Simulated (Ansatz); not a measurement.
CaO (rock salt, Fm-3m), plane-wave PAW r²SCAN+D4 (Ansatz code): ε∞ = 3.53, cell volume 27.37 Å³. Infrared-active transverse modes:

```json
[
 {"ω_TO (cm⁻¹)": "287.7", "oscillator strength S_xx (e²/amu)": "0.4745"}
]
```

Q: Compute the static dielectric constant.

A: Each mode adds (4.921e7/V) S/ω²: 10.31. So ε0 = 13.8.

Q: What LO frequency does the Lyddane–Sachs–Teller relation give?

A: ω_LO = ω_TO √(ε0/ε∞) = 570 cm⁻¹.

The cell was relaxed with r²SCAN+D4 under the symmetry of its start.

Potentials: the later of the program's two PAW sets.
